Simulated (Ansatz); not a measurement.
## Band table of HgPd

```yaml
crystal:
  lattice:
    - [3.02600, 0.00000, 0.00000]
    - [0.00000, 3.02600, 0.00000]
    - [0.00000, 0.00000, 3.70200]
  atoms:
    - { symbol: Hg, position: [0.00000, 0.00000, 0.00000] }
    - { symbol: Pd, position: [0.50000, 0.50000, 0.50000] }
```

The base volume is that of a database entry, so it needn't be at zero pressure; the structure needn't be the stable phase, at rest or compressed.

Computed with Ansatz 0.2.0; functional PBEsol, scalar-relativistic. Settings: a Γ-centred 12×12×10 k mesh, Fermi–Dirac smearing of 0.05 eV, no spin polarisation. Methods: PAW: frozen-core files, cutoff 420 eV.

This run: the series' base cell.

Spin–orbit coupling is left out, which matters for the heavy atoms. The PAW files were made under PBE.

Path points, in fractions of the reciprocal vectors: Γ (0.000, 0.000, 0.000), X (0.000, 0.500, 0.000), M (0.500, 0.500, 0.000), Z (0.000, 0.000, 0.500), R (0.000, 0.500, 0.500), A (0.500, 0.500, 0.500). Levels in eV from the Fermi level; bands 9 to 21, counted from the lowest band of the run. The gap is zero, the pressure -0.02 GPa.

```
# k(1/Å) point b9 b10 b11 b12 b13 b14 b15 b16 b17 b18 b19 b20 b21
0.000 Γ -9.81 -8.59 -8.30 -7.00 -7.00 -6.50 -3.40 -2.77 -1.54 -1.54 -1.41 2.57 8.03
0.173 - -9.67 -8.53 -8.25 -7.04 -6.97 -6.54 -3.36 -2.77 -1.78 -1.57 -1.49 2.98 6.85
0.346 - -9.27 -8.33 -8.09 -7.16 -6.91 -6.65 -3.30 -2.73 -2.28 -1.72 -1.65 4.01 5.03
0.519 - -8.80 -8.02 -7.73 -7.33 -6.83 -6.80 -3.32 -2.79 -2.62 -2.01 -1.77 3.14 5.40
0.692 - -8.47 -7.73 -7.48 -6.95 -6.92 -6.74 -3.42 -3.20 -2.59 -2.26 -1.89 1.49 6.99
0.865 - -8.30 -7.60 -7.53 -7.05 -6.67 -5.81 -3.52 -3.46 -3.01 -2.44 -1.98 0.47 8.70
1.038 X -8.24 -7.64 -7.46 -7.09 -6.65 -5.01 -3.66 -3.54 -3.52 -2.50 -2.01 0.18 9.88
1.211 - -8.10 -7.67 -7.48 -7.28 -6.79 -4.76 -3.75 -3.38 -3.38 -2.34 -1.99 0.19 9.81
1.384 - -7.75 -7.70 -7.69 -7.53 -7.12 -4.14 -3.90 -3.03 -2.97 -1.97 -1.93 0.21 9.26
1.557 - -8.10 -7.85 -7.65 -7.48 -7.06 -4.00 -3.33 -2.56 -2.50 -1.85 -1.52 0.23 7.57
1.730 - -8.43 -7.96 -7.79 -7.74 -6.40 -3.99 -2.46 -2.08 -2.06 -1.77 -1.01 0.21 5.59
1.903 - -8.65 -8.03 -7.99 -7.81 -5.91 -3.85 -1.93 -1.79 -1.71 -1.37 -0.46 0.06 3.93
2.076 M -8.72 -8.06 -8.06 -7.84 -5.74 -3.76 -1.80 -1.69 -1.69 -0.87 -0.14 -0.14 3.19
2.321 - -8.58 -7.99 -7.94 -7.79 -6.05 -4.03 -2.07 -1.92 -1.69 -1.47 -1.24 0.85 4.07
2.566 - -8.22 -7.80 -7.72 -7.61 -6.74 -5.20 -2.61 -2.42 -2.12 -2.03 -1.68 2.49 4.60
2.811 - -7.99 -7.76 -7.54 -7.48 -7.23 -6.62 -2.77 -2.65 -2.62 -2.35 -1.65 4.33 4.96
3.055 - -8.73 -8.08 -7.97 -7.27 -7.00 -6.81 -3.06 -2.72 -2.62 -2.02 -1.61 4.99 5.64
3.300 - -9.52 -8.46 -8.20 -7.07 -6.98 -6.58 -3.31 -2.77 -1.99 -1.58 -1.56 3.34 6.80
3.545 Γ -9.81 -8.59 -8.30 -7.00 -7.00 -6.50 -3.40 -2.77 -1.54 -1.54 -1.41 2.57 8.03
3.686 - -9.73 -8.58 -8.25 -6.99 -6.99 -6.49 -3.43 -2.80 -1.61 -1.61 -1.42 1.98 8.23
3.828 - -9.51 -8.54 -8.09 -6.97 -6.97 -6.47 -3.51 -2.92 -1.79 -1.79 -1.45 0.76 8.79
3.969 - -9.21 -8.48 -7.80 -6.94 -6.94 -6.45 -3.63 -3.20 -2.01 -2.01 -1.50 -0.48 9.65
4.110 - -8.91 -8.42 -7.32 -6.91 -6.91 -6.43 -3.78 -3.74 -2.23 -2.23 -1.54 -1.37 10.73
4.252 - -8.71 -8.38 -6.88 -6.88 -6.61 -6.41 -4.68 -3.83 -2.38 -2.38 -1.80 -1.57 11.92
4.393 Z -8.65 -8.36 -6.87 -6.87 -6.40 -5.86 -5.54 -3.86 -2.43 -2.43 -1.91 -1.59 12.71
4.566 - -8.57 -8.29 -7.08 -6.89 -6.48 -5.88 -5.27 -3.76 -2.37 -2.36 -1.86 -1.60 10.91
4.739 - -8.50 -7.92 -7.47 -6.93 -6.68 -5.93 -4.68 -3.51 -2.21 -2.17 -1.70 -1.63 8.54
4.912 - -8.49 -7.86 -7.30 -6.98 -6.93 -5.91 -3.95 -3.15 -2.00 -1.93 -1.66 -1.46 6.26
5.085 - -8.50 -8.18 -7.16 -7.04 -6.79 -5.58 -3.37 -2.57 -1.79 -1.72 -1.69 -1.19 4.20
5.258 - -8.51 -8.38 -7.31 -7.08 -6.62 -4.90 -3.12 -1.79 -1.71 -1.63 -1.58 -0.99 2.62
5.431 R -8.51 -8.45 -7.36 -7.09 -6.60 -4.52 -3.05 -1.72 -1.57 -1.53 -1.39 -0.93 1.97
5.604 - -8.40 -8.37 -7.43 -7.15 -6.58 -4.51 -2.95 -2.35 -2.33 -1.39 -0.58 -0.17 1.93
5.778 - -8.29 -7.95 -7.61 -7.28 -6.53 -4.45 -3.06 -2.99 -2.66 -1.39 0.54 1.02 1.82
5.951 - -8.13 -7.85 -7.46 -7.33 -6.46 -4.37 -3.64 -3.49 -2.26 -1.36 1.68 1.80 2.34
6.124 - -8.06 -7.97 -7.64 -6.66 -6.36 -4.27 -4.06 -3.84 -1.90 -1.23 1.58 3.16 3.78
6.297 - -8.22 -7.85 -7.76 -6.41 -5.96 -4.32 -4.17 -4.05 -1.75 -0.99 1.55 4.53 5.26
6.470 A -8.27 -7.81 -7.81 -6.39 -5.74 -4.40 -4.13 -4.13 -1.72 -0.86 1.56 5.39 5.39
6.714 - -8.16 -7.84 -7.77 -6.44 -6.12 -4.47 -4.24 -3.81 -1.77 -1.12 1.44 4.03 4.72
6.959 - -7.87 -7.87 -7.64 -6.81 -6.61 -5.25 -3.88 -3.30 -1.95 -1.73 0.71 1.76 4.97
7.204 - -7.80 -7.47 -7.45 -7.45 -7.07 -5.83 -3.70 -2.89 -2.47 -2.16 -0.35 0.05 6.29
7.448 - -7.95 -7.88 -7.56 -7.20 -6.94 -5.95 -4.22 -3.15 -2.62 -2.04 -1.35 -1.02 8.20
7.693 - -8.44 -8.26 -7.16 -6.97 -6.56 -5.90 -5.06 -3.66 -2.48 -2.13 -1.87 -1.54 10.54
7.938 Z -8.65 -8.36 -6.87 -6.87 -6.40 -5.86 -5.54 -3.86 -2.43 -2.43 -1.91 -1.59 12.71
```
